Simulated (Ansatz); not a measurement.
### Question
SiO$_{2}$ in space group P3_121 (No. 152; Si on 3a, O on 6c) is relaxed with the program Ansatz at the r²SCAN level (PAW). What lattice parameters of the conventional cell result?

### Answer
a = 4.921 Å, c = 5.417 Å.

### Question
Give the free coordinates with the occupied sites.

### Answer
In one choice of origin and axes:

| atom | site | symmetry | x | y | z |
|---|---|---|---|---|---|
| Si | 3a | .2. | 0.5311 | 0.5311 | 0.0000 |
| O | 6c | 1 | 0.4131 | 0.2691 | 0.2155 |

### Question
Is it a metal or does it have a gap at this level?

### Answer
A gap of 6.60 eV, indirect.

The r²SCAN relaxation kept the symmetry of its start.

Potentials: the earlier of the program's two PAW sets. The files were generated under PBE; for other functionals the program regenerates the frozen cores, and for LDA and PBEsol the local potential too.
